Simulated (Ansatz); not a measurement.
BiTe: clamped-ion strain scan

Method: Ansatz, DFT PBE, scalar-relativistic, plane waves, PAW. The runs took a 420 eV cutoff, a Γ-centred 14×14×14 mesh and Gaussian smearing (0.15 eV). Spin–orbit coupling is left out, which can shift energies with elements as heavy as these. No spin polarisation. Energies are free energies at this smearing, counted from the undisturbed cell; pressure is positive in compression.

The starting cell (as given, not relaxed at this level; it stands at 0.8 GPa, and it needn't be the usual structure):

```xyz
2
Lattice="0.0000 3.2350 3.2350 3.2350 0.0000 3.2350 3.2350 3.2350 0.0000" Properties=species:S:1:pos:R:3 pbc="T T T"
Bi    0.0000    0.0000    0.0000
Te    3.2350    3.2350    3.2350
```

The cell is strained by ε times the Voigt pattern (1, 1, 0, 0, 0, 0) (xx, yy, zz, yz, xz, xy; engineering shear) with fractional coordinates fixed. The cell is metallic on the mesh throughout.

| ε | ΔE (meV/atom) | stress summed along the pattern (GPa, tension positive) | pressure (GPa) |
| --- | --- | --- | --- |
| -0.0400 | ? | ? | 5.9 |
| -0.0300 | ? | ? | 4.4 |
| -0.0200 | 18.0 | ? | ? |
| -0.0100 | 6.0 | -4.26 | 1.8 |
| 0.0000 | 0.0 | -1.53 | 0.8 |
| 0.0100 | -0.6 | 0.91 | -0.2 |
| 0.0200 | 3.7 | 3.05 | -1.0 |
| 0.0300 | 12.4 | 4.91 | -1.8 |
| 0.0350 | 18.2 | 5.75 | -2.1 |
| 0.0400 | 24.9 | 6.52 | -2.4 |

(1) Give the withheld values.

Results:

(1) ΔE (meV/atom) at ε = -0.0400: 62.8; stress summed along the pattern (GPa, tension positive) at ε = -0.0400: -14.90; ΔE (meV/atom) at ε = -0.0300: 36.7; stress summed along the pattern (GPa, tension positive) at ε = -0.0300: -10.86; stress summed along the pattern (GPa, tension positive) at ε = -0.0200: -7.34; pressure (GPa) at ε = -0.0200: 3.0.